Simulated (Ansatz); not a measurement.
Polymorphs of Au, each relaxed with DFT-PBE in the program Ansatz with PAW potentials:

A: fcc (Cu type) (Fm-3m)
a = 4.157 Å, b = 4.157 Å, c = 4.157 Å, α = 90.00°, β = 90.00°, γ = 90.00°

| atom | site | symmetry | x | y | z |
|---|---|---|---|---|---|
| Au | 4a | m-3m | 0.0000 | 0.0000 | 0.0000 |

B: diamond (Fd-3m)
a = b = c = 6.1642 Å, α = β = γ = 90.00°

| atom | site | symmetry | x | y | z |
|---|---|---|---|---|---|
| Au | 8b | -43m | 0.5000 | 0.5000 | 0.5000 |

Question: Rank these by energy per atom at 0 K (lowest first), as PBE gives it.

Answer: A (+0 meV/atom), B (+712 meV/atom)

Typed or built starts, not in the databases checked: B. Not the usual ambient phase: B. All cells were relaxed under the symmetry of their starts (and spin orders); stability against distortions was not tested throughout. Spin–orbit coupling is left out wherever it is not named.

Energies hold the estimated change up to a 700 eV cutoff; steps of a few meV lie near the error of the meshes.

Potentials: the earlier of the program's two PAW sets.
